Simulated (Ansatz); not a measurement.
Ir (simple cubic, space group No. 221) under volume change, PBEsol (plane waves, PAW; program Ansatz), scaled uniformly.

```csv
V (Å³/atom),E − E(relaxed) (meV/atom),P (GPa)
14.932,138.1,32.86
15.424,57.6,19.92
15.916,13.5,9.08
16.408,0.0,0.00
16.901,12.0,-7.59
17.393,45.4,-13.93
17.885,96.5,-19.20
```

Problem. What does a third-order Birch–Murnaghan fit give for V₀, B₀ and B′?

Solution. V₀ = 16.41 Å³/atom, B₀ = 276 GPa, B′ = 4.9.

Space group Pm-3m (simple cubic). A made-up cell: these elements were put on the sites of a structure type; neither database checked (COD, Materials Project) lists it. It is not the phase usual at ambient conditions (space group No. 225). Symmetry was held in the PBEsol relaxation; its stability against distortions is not shown here. The run is not spin-polarised. Spin–orbit coupling is left out wherever it is not named.

Potentials: the earlier of the program's two PAW sets.
